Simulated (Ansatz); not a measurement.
## Chalcopyrite alloy of ZnGeP2 and ZnSiP2 (1 of 16 Ge sites exchanged), 64 atoms

Ansatz, PAW, plane waves. PBEsol relaxation of cell lengths and atoms (angles held) at the single k point (¼, ¼, ¼) without its symmetry partners; single points on the relaxed atoms at the Γ point alone, onto which points of the small cell's zone fold. Arrangement: quasirandom. No spin–orbit coupling unless named.

Relaxed structure:

```
Zn Si Ge P
1.0
    10.84074   -0.00009   -0.00003
    -0.00009   10.83845   -0.00003
    -0.00003   -0.00003   10.69120
Zn Si Ge P
16 1 15 32
Direct
  0.99919 0.00007 0.00026
  0.99922 0.50003 0.99992
  0.49917 0.00022 0.00059
  0.49920 0.50011 0.00029
  0.99989 0.24857 0.25186
  0.00058 0.75023 0.25178
  0.50018 0.24956 0.25005
  0.49978 0.74935 0.25018
  0.24900 0.99983 0.74852
  0.24996 0.49914 0.75049
  0.75066 0.99924 0.74879
  0.74986 0.49969 0.75046
  0.24874 0.24898 0.50050
  0.24817 0.75061 0.50031
  0.75024 0.24963 0.50015
  0.74979 0.75115 0.50079
  0.99996 0.00003 0.49979
  0.00041 0.50049 0.50024
  0.50057 0.00045 0.49994
  0.50043 0.50053 0.50014
  0.24937 0.00126 0.25121
  0.25014 0.50075 0.25011
  0.75131 0.00052 0.25112
  0.75056 0.50080 0.25015
  0.25031 0.25032 0.99997
  0.25038 0.75079 0.00028
  0.75087 0.25044 0.00028
  0.75074 0.75080 0.00009
  0.99992 0.24947 0.74884
  0.00089 0.75166 0.74920
  0.50038 0.25054 0.75021
  0.50030 0.75087 0.75021
  0.12534 0.12492 0.12453
  0.12539 0.62526 0.12469
  0.62655 0.12462 0.12494
  0.62590 0.62487 0.12422
  0.11992 0.12132 0.62116
  0.12422 0.62459 0.62572
  0.62408 0.12498 0.62522
  0.62421 0.62525 0.62560
  0.37387 0.37485 0.12545
  0.37334 0.87520 0.12638
  0.87460 0.37443 0.12621
  0.87448 0.87475 0.12599
  0.37501 0.12448 0.37550
  0.37430 0.62457 0.37563
  0.87781 0.12084 0.37937
  0.87469 0.62440 0.37595
  0.12484 0.37595 0.37480
  0.12191 0.87969 0.37816
  0.62501 0.37576 0.37439
  0.62463 0.87575 0.37430
  0.12424 0.37328 0.87476
  0.12493 0.87472 0.87534
  0.62480 0.37414 0.87577
  0.62512 0.87468 0.87520
  0.37548 0.37439 0.62436
  0.37572 0.87479 0.62407
  0.87552 0.37506 0.62451
  0.87932 0.87779 0.62115
  0.37402 0.12546 0.87378
  0.37455 0.62607 0.87451
  0.87450 0.12558 0.87413
  0.87490 0.62672 0.87375
```

Question: What are the mean bond lengths by pair (pairs within 1.2 times the sum of covalent radii, less contacts 15 % beyond the pair's median; cation–cation pairs of compounds aside; long ionic contacts are cut short by that bound)?

Answer: Ge–P 2.333 ± 0.004 Å (standard deviation, 60 bonds); P–Si 2.265 ± 0.004 Å (standard deviation, 4 bonds); P–Zn 2.344 ± 0.004 Å (standard deviation, 64 bonds).

Question: What gap lies between the top filled and the lowest empty level in the single points?

Answer: HSE06 1.94 eV (100 s on 16 threads of Platinum 8488C); r²SCAN 1.40 eV (14 s on 16 threads of Platinum 8488C).
